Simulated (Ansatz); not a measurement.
Hf:
```
CELL_PARAMETERS angstrom
      3.16043     0.00000     0.00000
     -1.58022     2.73702     0.00000
      0.00000     0.00000     4.99564
ATOMIC_POSITIONS crystal
  Hf 0.33333 0.66667 0.25000
  Hf 0.66667 0.33333 0.75000
```

Relaxed with PBEsol. Special points in fractions of this cell's reciprocal vectors: Γ (0.000, 0.000, 0.000); M (0.500, 0.000, 0.000); K (0.333, 0.333, 0.000); A (0.000, 0.000, 0.500); L (0.500, 0.000, 0.500); H (0.333, 0.333, 0.500).

Problem. List the band energies nearest the Fermi level at these points for DFT-PBEsol with spin–orbit coupling in the program Ansatz with PAW potentials.

Solution. In eV from the Fermi level; about four levels below and three above (degenerate sets whole), none deeper than 8.9 eV; points with the same levels are listed once.

```json
[
 {"k": "Γ", "below": "-7.47 -7.47 -3.80 -3.80", "above": "0.75 0.75 1.00 1.00"},
 {"k": "M", "below": "-2.33 -2.33 -0.74 -0.74", "above": "0.73 0.73 0.88 0.88"},
 {"k": "K", "below": "-1.63 -1.63 -1.49 -1.49", "above": "0.32 0.32 0.42 0.42"},
 {"k": "A", "below": "-5.43 -5.43 -5.43 -5.43", "above": "0.14 0.14 0.14 0.14"},
 {"k": "L", "below": "-1.03 -1.03 -1.03 -1.03", "above": "1.24 1.24 1.24 1.24"},
 {"k": "H", "below": "-0.33 -0.33 0.00 0.00", "above": "2.47 2.47 2.74 2.74"}
]
```

Space group P6_3/mmc (hcp (Mg type)). The cell was relaxed with PBEsol under the symmetry of its start; of distortions, only those at the zone centre were tested. No spin polarisation was allowed.

Potentials: the earlier of the program's two PAW sets.
